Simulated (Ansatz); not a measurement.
The relaxed structure here is a generated cell of Ru: the first start was made by placing the elements on the sites of a structure type, and the end was not matched to a known phase here, so it may be hypothetical. Known forms of Ru include space group No. 194.

A relaxed cell of Ru (Pa-3 (No. 205)), relaxed on a k-mesh at least as fine as the one used below. Calculation: r2SCAN (plane waves to 500 eV, PAW, scalar-relativistic; Ansatz, a first-principles code). Γ-centred k-mesh 7×7×7 on the run's cell (coarser than for final values), Fermi–Dirac smearing 0.05 eV.

```
Ru
1.0
    4.82621     0.00000     0.00000
    0.00000     4.82621     0.00000
    0.00000     0.00000     4.82621
Ru
8
Direct
  0.14889   0.14889   0.14889
  0.64889   0.35111   0.85111
  0.85111   0.64889   0.35111
  0.35111   0.85111   0.64889
  0.85111   0.85111   0.85111
  0.35111   0.64889   0.14889
  0.14889   0.35111   0.64889
  0.64889   0.14889   0.35111
```

The atoms are displaced by (Å):

| atom | ux | uy | uz |
|---|---|---|---|
| Ru1 | 0.006 | -0.048 | 0.091 |
| Ru2 | 0.048 | 0.043 | -0.005 |
| Ru3 | 0.012 | -0.094 | 0.085 |
| Ru4 | 0.015 | -0.086 | 0.029 |
| Ru5 | -0.026 | -0.035 | -0.047 |
| Ru6 | 0.089 | 0.009 | -0.167 |
| Ru7 | 0.034 | 0.063 | -0.053 |
| Ru8 | 0.098 | -0.019 | -0.009 |

**Question.** What forces (eV/Å) and pressure result?

**Answer.** 
```tsv
atom	Fx	Fy	Fz
Ru1	0.76	0.05	-1.48
Ru2	0.59	-1.79	-0.83
Ru3	-0.33	1.68	-2.14
Ru4	0.04	2.11	-2.42
Ru5	0.75	1.27	1.40
Ru6	-1.28	0.05	3.05
Ru7	0.90	-2.36	1.85
Ru8	-1.43	-1.01	0.56
```

Pressure +5.3 GPa.

**Question.** Estimate the energy cost of the displacement in the harmonic approximation and compare with the calculation.

**Answer.** For a harmonic well ΔE = −½ Σ F·u = 0.932 eV a cell, or 116 meV/atom. The calculated energy relative to the undisplaced cell is +0.11 eV/atom, so the harmonic estimate holds well.

The undisplaced cell is probably no minimum: from this displacement the run went on to P2₁/c (No. 14), 0.16 eV/atom below it.

No spin polarisation in the result.
